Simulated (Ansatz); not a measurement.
Ansatz input

```yaml
crystal:
  lattice:
    - [2.7861814191, 0.0, 0.0]
    - [0.0, 2.7861814191, 0.0]
    - [0.0, 0.0, 2.7861814191]
  atoms:
    - { symbol: Se, position: [0.0, 0.0, 0.0] }
hamiltonian:
  xc: pbesol
  pseudopotentials:
    kind: paw
    azcp:
      Se: "pseudopotentials/Se.paw.azcp"
basis:
  ecutwfc: 420
  fft_grid_basis: typed
kpoints:
  mp_grid: { grid: [18, 18, 18], shift: [0, 0, 0] }
magnetization:
  spin_polarized: false
scf:
  occupations: { method: fermi_dirac, width: 0.1 }
```

Terminal output

```
Warning: the record states the generating functional pbe (its physics header spells it `PBE`), which answers neither for hamiltonian.xc's functional nor for the pbesol family's — results may be inconsistent (PPs are generated against a specific XC)
Engine: ansatz 0.2.0, x86_64-unknown-linux-gnu
Pseudopotentials: kind: paw
Pseudopotential: Se, paw, valence charge 16, recommended cutoff 420 eV (normal) 
Functional definition: PBEsol
  exchange = pbesol_x
  correlation = pbesol_c
Crystal: 1 atoms, lattice volume = 21.629 Å³
Basis set: ecut = 420 eV, 437 PW (Γ)
Bands: 12, of which v1, the nominal top of the filled ones, is band 8 counted from 1 (7 counted from 0)
Symmetry: 48 space group operations
Space group: Pm-3m (ITA 221), of the structure as read, at distance tolerance 2.8e-5 Å
k-points: 220 of 5832
Non-local potential: Se, projectors of the file, l = 0: 2, l = 1: 2, l = 2: 3, l = 3: 1
PAW form: soft (Blöchl's): semilocal exchange-correlation on the pseudo side does not see the compensation charge
PAW frozen core: Se, regenerated for the run's functional, and the local potential with it (the file was generated under x = pbe(κ = 0.804, μ = 0.2195149727645171), c = pbe(β = 0.06672455060314922))
PAW one-centre angular grid: Se, 590 points (default); XC on 64 Gauss nodes
Initial density: superposition of atomic densities (neutral atoms: chi_scale 0, normalization atom), corrected by the library's trained network
Initial wavefunctions: pseudopotential atomic-orbital guess
Functional: x = pbesol(κ = 0.804, μ = 0.12345679012345678), c = pbesol(β = 0.046)
SCF iter   1: F=—  HF=-5424.112245 eV  |F-HF|=—  |Δ(HF+E_count)|=         —  Δρ=1.12e-3  dr2=8.67e-5  ethr=1.77e-3  ⟨swp⟩=5.1  Hψ=15751  notcnv=0
SCF iter   2: F=—  HF=-5424.112117 eV  |F-HF|=—  |Δ(HF+E_count)|=   1.28e-4  Δρ=6.96e-4  dr2=4.78e-5  ethr=5.42e-7  ⟨swp⟩=2.0  Hψ=6174  notcnv=0
SCF iter   3: F=—  HF=-5424.112182 eV  |F-HF|=—  |Δ(HF+E_count)|=   6.50e-5  Δρ=2.40e-4  dr2=4.07e-6  ethr=2.99e-7  ⟨swp⟩=2.0  Hψ=4403  notcnv=0
SCF iter   4: F=—  HF=-5424.112189 eV  |F-HF|=—  |Δ(HF+E_count)|=   7.62e-6  Δρ=7.31e-5  dr2=9.54e-7  ethr=2.55e-8  ⟨swp⟩=2.0  Hψ=4402  notcnv=0
iter 5 did not close the SCF: its close was put off for the readings that it lacked (scf_convergence_deferred on its scf_iter line)
SCF iter   5: F=-5424.112190 eV  HF=-5424.112190 eV  |F-HF|=3.47e-8  |Δ(HF+E_count)|=   4.07e-7  Δρ=1.09e-5  dr2=3.40e-8  ethr=5.96e-9  ⟨swp⟩=2.2  Hψ=4214  notcnv=0
SCF iter   6: F=-5424.112190 eV  HF=-5424.112190 eV  |F-HF|=5.28e-11  |Δ(HF+E_count)|=   9.50e-9  Δρ=6.75e-7  dr2=5.23e-11  ethr=2.13e-10  ⟨swp⟩=1.0  Hψ=7952  notcnv=0
SCF 1 converged in 6 iterations: F = -5424.112190 eV  dr2 = 5.23e-11
SCF converged after 6 iterations
Free energy (F): -5424.112190 eV
Harris-Foulkes:  -5424.112190 eV  (|F-HF|=5.28e-11)
Internal energy: -5424.093265 eV  (E = F + TS)
E sigma→0 (E₀):  -5424.102727 eV
Entropy (-TS):   -0.018925 eV (-18.925 meV/atom)
Fermi energy:    10.434033 eV
--- Per-component energies (eV) ---
  E_band       = -360.638219
  E_kinetic    = 117.061229
  E_local      = -2200.060430  (includes V_loc(G=0)·N_el)
  E_nonlocal   = -590.955537
  E_hartree    = 1097.493102
  E_xc         = -102.934301
  E_vxc        = -97.553949  (∫ρ·V_xc dr)
  E_paw        = -1868.735546  (= ΣΔE_a)
  E_vpaw       = 215.885091  (= ΣTr[D̂ρ^β])
  E_aug_tail   = -0.000583  (compensation charges beyond the density's cutoff)
  E_ewald      = -1876.969649
  E_core_change = 1.008450  (= ΣΔE_core)
  E_smearing   = -0.018925  (= −TS)
  E_closure    = -0.000000  (closes the sum)
  Σ components = -5424.112190   (vs F -5424.112190, Δ=0.00e0)
```

Launched by

```sh
ansatz run input.yaml --threads 2 --pin off --max-ram 5120MiB --backend cpu --events-out ev --progress --plain --runs-dir out
```

On 2 threads of AMD EPYC 7R13 Processor (Zen 3) (shared host) this took about 1 s of wall time and 1.8 s of CPU time.
